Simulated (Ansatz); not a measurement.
Starting cell, GaP (zinc blende):

```
GaP
1.0
    0.00000     5.45138     5.45138
    2.72569     0.00000     2.72569
    2.72569     2.72569     0.00000
P Ga
2 2
Direct
  0.37500   0.75000   0.75000
  0.87500   0.75000   0.75000
  0.00000   0.00000   0.00000
  0.50000   0.00000   0.00000
```

The atoms are displaced by Q × the pattern below (from a DFPT mode at L = (0.5, 0.0, 0.0), largest move 1; Q in Å), at fixed cell. (q is in reciprocal vectors of the primitive cell; the cell shown is doubled to hold the pattern.)

```json
[
 {"atom": "P1", "x": "-0.099", "y": "0.099", "z": "0.099"},
 {"atom": "P2", "x": "0.099", "y": "-0.099", "z": "-0.099"},
 {"atom": "Ga3", "x": "-0.577", "y": "0.577", "z": "0.577"},
 {"atom": "Ga4", "x": "0.577", "y": "-0.577", "z": "-0.577"}
]
```

Calculation: r2SCAN (plane waves to 500 eV, PAW, scalar-relativistic; Ansatz, a program for electronic structure). k mesh 5×10×10 (Γ-centred), Fermi-Dirac smearing 0.05 eV. The energy includes the smearing's −TS. GaP was relaxed with its symmetry unable to fall. The zero of ΔE is the undisplaced structure.

```json
[
 {"Q (Å)": "-0.280", "ΔE (meV/cell)": "1115"},
 {"Q (Å)": "-0.187", "ΔE (meV/cell)": "496"},
 {"Q (Å)": "-0.093", "ΔE (meV/cell)": "124"},
 {"Q (Å)": "0.000", "ΔE (meV/cell)": "0"},
 {"Q (Å)": "0.093", "ΔE (meV/cell)": "124"},
 {"Q (Å)": "0.187", "ΔE (meV/cell)": "496"},
 {"Q (Å)": "0.280", "ΔE (meV/cell)": "1115"}
]
```

Question: Which DFPT wavenumber at L = (0.5, 0.0, 0.0) belongs to this mode?
A. 84 cm⁻¹
B. 358 cm⁻¹
C. 234 cm⁻¹

Answer: C, 234 cm⁻¹. The curvature of the scan gives 234 cm⁻¹

(For displaced atoms, the force is minus the slope of the energy, and its curvature is a force constant, which sets phonon frequencies.)
